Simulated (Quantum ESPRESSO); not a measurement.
# ZrW2O6FN: input and log of a self-consistent run

A calculation, not a measurement. The program is pw.x of Quantum ESPRESSO 7.5 (plane-wave density functional theory). The cell is made up: 11 atoms on a rutile lattice with one site empty, with randomly drawn elements, strain and displacements, not relaxed. PseudoDojo standard norm-conserving files (v0.5 for PBE, v0.4.1 for LDA and PBEsol) set the functional; there is no spin polarisation, spin-orbit coupling or dispersion term, and the masses in the input are unused placeholders.

Input:

```
&control calculation='scf', pseudo_dir='./dojo.nc.sr.pbe.v0_5.standard.upf', outdir='./o', disk_io='low', tprnfor=.true., tstress=.true. /
&system ibrav=0, nat=11, ntyp=5, nbnd=50, ecutwfc=84.00895049, nosym=.true., tot_charge=0,
 occupations='smearing', smearing='fd', degauss=0.0018374661
/
&electrons conv_thr=7.350e-09, electron_maxstep=60, /
ATOMIC_SPECIES
F 1.0 F.upf
N 1.0 N.upf
O 1.0 O.upf
W 1.0 W.upf
Zr 1.0 Zr.upf
CELL_PARAMETERS angstrom
4.8019 -0.0052 -0.0319
-0.0052 4.7016 0.0573
-0.042 0.0755 6.2287
ATOMIC_POSITIONS angstrom
Zr -0.1114 -0.0297 -0.1177
W 2.3919 2.2708 1.6015
W -0.1054 -0.0215 3.129
O 1.3843 1.4357 0.0085
F 3.2481 3.2419 0.0563
O 3.7515 0.9139 1.5026
N 0.881 3.728 1.6868
O 1.4115 1.5176 3.1521
O 3.1392 3.3048 2.9806
O 3.7909 1.121 4.6619
O 0.8456 3.7004 4.8482
K_POINTS automatic
5 5 4 1 1 1
```

The log is shortened where brackets say so; the opening notice, blank lines, dates and the lines on written files are dropped, and the path of the files is cut. It prints rydbergs, bohrs and kilobars, and counts compression as positive stress. With no partly filled state, the Fermi energy that it prints is only some level between the filled and the empty states on the mesh, and need not lie in the true gap.

```
     Program PWSCF v.7.5
     Parallel version (MPI & OpenMP), running on       4 processor cores
     Number of MPI processes:                 4
     Threads/MPI process:                     1
     [start-up lines left out]
     bravais-lattice index     =            0
     lattice parameter (alat)  =       9.0745  a.u.
     unit-cell volume          =     948.7870 (a.u.)^3
     number of atoms/cell      =           11
     number of atomic types    =            5
     number of electrons       =        88.00
     number of Kohn-Sham states=           50
     kinetic-energy cutoff     =      84.0090  Ry
     charge density cutoff     =     336.0358  Ry
     scf convergence threshold =      7.3E-09
     mixing beta               =       0.7000
     number of iterations used =            8  plain     mixing
     Exchange-correlation= PBE
                           (   1   4   3   4   0   0   0)
     [axes and pseudopotential details left out]
   Cartesian axes
     site n.     atom                  positions (alat units)
         1        Zr     tau(   1) = (  -0.0231986  -0.0061849  -0.0245106  )
         2        W      tau(   2) = (   0.4981040   0.4728854   0.3335063  )
         3        W      tau(   3) = (  -0.0219491  -0.0044773   0.6516023  )
         4        O      tau(   4) = (   0.2882752   0.2989790   0.0017701  )
         5        F      tau(   5) = (   0.6764044   0.6751133   0.0117243  )
         6        O      tau(   6) = (   0.7812356   0.1903162   0.3129107  )
         7        N      tau(   7) = (   0.1834649   0.7763418   0.3512697  )
         8        O      tau(   8) = (   0.2939395   0.3160344   0.6564128  )
         9        O      tau(   9) = (   0.6537264   0.6882120   0.6206986  )
        10        O      tau(  10) = (   0.7894405   0.2334440   0.9708229  )
        11        O      tau(  11) = (   0.1760930   0.7705942   1.0096191  )
     number of k points=    50  Fermi-Dirac smearing, width (Ry)=  0.0018
                       cart. coord. in units 2pi/alat
        k(    1) = (   0.1007483   0.1010792   0.0958227), wk =   0.0400000
        k(    2) = (   0.1020264   0.0987312   0.2885970), wk =   0.0400000
     [further k points left out]
     Dense  grid:    98665 G-vectors     FFT dimensions: (  54,  54,  72)
     Estimated max dynamical RAM per process >     289.24 MB
     Estimated total dynamical RAM >       1.06 GB
     Initial potential from superposition of free atoms
     starting charge      87.9966, renormalised to      88.0000
     Starting wfcs are   62 randomized atomic wfcs
     total cpu time spent up to now is        5.2 secs
     per-process dynamical memory:   223.0 Mb
     Self-consistent Calculation
     iteration #  1     ecut=    84.01 Ry     beta= 0.70
     Davidson diagonalization with overlap
     ethr =  1.00E-02,  avg # of iterations =  2.0
     total cpu time spent up to now is       14.8 secs
     total energy              =    -669.75252446 Ry
     estimated scf accuracy    <       6.35220151 Ry
     iteration #  2     ecut=    84.01 Ry     beta= 0.70
     Davidson diagonalization with overlap
     ethr =  7.22E-03,  avg # of iterations =  6.3
     total cpu time spent up to now is       29.1 secs
     total energy              =    -665.13340969 Ry
     estimated scf accuracy    <      65.94594388 Ry
     iteration #  3     ecut=    84.01 Ry     beta= 0.70
     Davidson diagonalization with overlap
     ethr =  7.22E-03,  avg # of iterations =  6.4
     total cpu time spent up to now is       45.1 secs
     total energy              =    -672.62776206 Ry
     estimated scf accuracy    <       6.83433756 Ry
     iteration #  4     ecut=    84.01 Ry     beta= 0.70
     Davidson diagonalization with overlap
     ethr =  7.22E-03,  avg # of iterations =  2.6
     total cpu time spent up to now is       54.8 secs
     total energy              =    -673.38113543 Ry
     estimated scf accuracy    <       0.88341556 Ry
     iteration #  5     ecut=    84.01 Ry     beta= 0.70
     Davidson diagonalization with overlap
     ethr =  1.00E-03,  avg # of iterations =  6.3
     total cpu time spent up to now is       67.2 secs
     total energy              =    -673.47214961 Ry
     estimated scf accuracy    <       0.39149790 Ry
     [iterations 6 to 17 left out]
     iteration # 18     ecut=    84.01 Ry     beta= 0.70
     Davidson diagonalization with overlap
     ethr =  8.54E-10,  avg # of iterations =  2.2
     total cpu time spent up to now is      207.9 secs
     total energy              =    -673.47678616 Ry
     estimated scf accuracy    <       0.00000011 Ry
     iteration # 19     ecut=    84.01 Ry     beta= 0.70
     Davidson diagonalization with overlap
     ethr =  1.23E-10,  avg # of iterations =  5.0
     total cpu time spent up to now is      220.3 secs
     total energy              =    -673.47678618 Ry
     estimated scf accuracy    <       0.00000013 Ry
     iteration # 20     ecut=    84.01 Ry     beta= 0.70
     Davidson diagonalization with overlap
     ethr =  1.23E-10,  avg # of iterations =  2.0
     total cpu time spent up to now is      229.5 secs
     total energy              =    -673.47678618 Ry
     estimated scf accuracy    <       0.00000006 Ry
     iteration # 21     ecut=    84.01 Ry     beta= 0.70
     Davidson diagonalization with overlap
     ethr =  6.94E-11,  avg # of iterations =  2.0
     total cpu time spent up to now is      238.8 secs
     total energy              =    -673.47678618 Ry
     estimated scf accuracy    <          9.9E-09 Ry
     iteration # 22     ecut=    84.01 Ry     beta= 0.70
     Davidson diagonalization with overlap
     ethr =  1.12E-11,  avg # of iterations =  5.0
     total cpu time spent up to now is      250.5 secs
     End of self-consistent calculation
          k = 0.1007 0.1011 0.0958 ( 12335 PWs)   bands (ev):
   -67.4709 -67.3476 -39.4522 -31.6658 -31.5837 -31.5268 -31.4684 -31.4015
   -31.2096 -18.2452 -17.9834 -17.7411 -15.2590 -10.6795  -9.7058  -8.7496
    -8.0261  -7.9162  -7.7073  -4.3086   1.0711   1.3194   2.0784   2.2312
     2.5039   2.7443   3.4524   3.7320   4.2763   4.5759   4.8696   5.1815
     5.2815   5.6253   5.7743   5.9225   6.2073   6.4279   6.6547   6.8564
     7.1170   7.3629   7.7492   8.2304   9.1853   9.5637   9.9451  10.3302
    10.5924  11.2637
     [levels at the other k points left out]
     the Fermi energy is     8.6530 ev
!    total energy              =    -673.47678618 Ry
     estimated scf accuracy    <          3.2E-10 Ry
     smearing contrib. (-TS)   =      -0.00000000 Ry
     internal energy E=F+TS    =    -673.47678618 Ry
     The total energy is F=E-TS. E is the sum of the following terms:
     one-electron contribution =    -222.36873933 Ry
     hartree contribution      =     151.78176155 Ry
     xc contribution           =    -152.55253664 Ry
     ewald contribution        =    -450.33727176 Ry
     convergence has been achieved in  22 iterations
     Forces acting on atoms (cartesian axes, Ry/au):
     atom    1 type  5   force =     0.09025095    0.06778319   -0.03331666
     atom    2 type  4   force =    -0.25104670   -0.03020522    0.04429189
     atom    3 type  4   force =     0.09834243   -0.04887893    0.04685219
     atom    4 type  3   force =     0.05927074    0.02881887    0.14982326
     atom    5 type  1   force =    -0.02652087   -0.02621251    0.02342246
     atom    6 type  3   force =    -0.00261735    0.01775879    0.08315018
     atom    7 type  2   force =    -0.01488829    0.02424554    0.11209966
     atom    8 type  3   force =    -0.02987880   -0.07600651   -0.12402938
     atom    9 type  3   force =     0.10143682    0.06342171   -0.03293235
     atom   10 type  3   force =     0.05442310   -0.09387051   -0.11143298
     atom   11 type  3   force =    -0.07877204    0.07314557   -0.15792828
     Total force =     0.491409     Total SCF correction =     0.000036
     Computing stress (Cartesian axis) and pressure
          total   stress  (Ry/bohr**3)                   (kbar)     P=     -106.77
  -0.00054463  -0.00001305  -0.00008018          -80.12       -1.92      -11.80
  -0.00001305  -0.00043239  -0.00039191           -1.92      -63.61      -57.65
  -0.00008018  -0.00039191  -0.00120038          -11.80      -57.65     -176.58
     init_run     :      4.46s CPU      4.66s WALL (       1 calls)
     electrons    :    240.63s CPU    245.32s WALL (       1 calls)
     forces       :      2.15s CPU      2.18s WALL (       1 calls)
     stress       :      6.68s CPU      7.06s WALL (       1 calls)
     [timing details left out]
     PWSCF        :   4m14.51s CPU   4m19.91s WALL
     JOB DONE.
```

In other units: free energy -9163.118 eV for the cell, pressure -10.68 GPa, largest force component 6.455 eV/Å. A rerun of this cell at a cutoff of 1467 eV and k mesh 7 x 7 x 6 moved values by no more than 0.007 eV in energy, 0.02 GPa in stress and 0.003 eV/Å in force.